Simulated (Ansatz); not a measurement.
Consider the following.

GaSb (NiAs type, space group No. 194), a = b = 3.947 Å, c = 7.256 Å, α = β = 90.00°, γ = 120.00°.

This is the PBE-relaxed structure.

All from plane-wave PAW PBE (Ansatz code), unless another level is named. Predict the electronic character.

metallic (no gap).

Give the density of states at the Fermi level.

0.59 states/eV per atom (mean over ±0.08 eV).

Predict the formation energy from the elements (no fitted shifts).

0.058 eV/atom.

Space group P6_3/mmc (NiAs type). The cell is a constructed one: a structure type filled with these elements; neither database checked (COD, Materials Project) lists it. It is not the phase usual at ambient conditions (space group No. 216). The PBE relaxation kept the symmetry of its start; whether a distortion lowers the energy is not shown. The references are the lowest solids computed at this level, not always the standard phases. Scalar-relativistic: spin–orbit coupling is off unless named, which matters more the heavier the elements.

Potentials: the later of the program's two PAW sets.
